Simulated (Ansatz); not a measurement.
Here is the system:

TaSi:
```xyz
2
Lattice="3.0456 0.0000 0.0000 -1.5228 2.6376 0.0000 0.0000 0.0000 4.0067" Properties=species:S:1:pos:R:3 pbc="T T T"
Ta     0.0000     0.0000     0.0000
Si     1.5228     0.8792     2.0034
```

This is the PBE-relaxed structure.

Problem. All from the program Ansatz at the PBE level (PAW), unless another level is named. Predict the electronic character.

Solution. metallic (no gap).

Problem. Predict the density of states at the Fermi level.

Solution. 0.39 states/eV per atom (mean over ±0.08 eV).

Problem. Give the formation energy from the elements (no fitted shifts).

Solution. -0.28 eV/atom.

Space group P-6m2. A made-up cell: these elements were put on the sites of a structure type; neither database checked (COD, Materials Project) lists it. Whether it is the stable phase at ambient conditions was not checked. Symmetry was held in the PBE relaxation; whether a distortion lowers the energy is not shown. The run is not spin-polarised. The references are the lowest solids computed at this level, not always the standard phases. Scalar-relativistic: spin–orbit coupling is off unless named, which matters more the heavier the elements.

Potentials: the later of the program's two PAW sets.
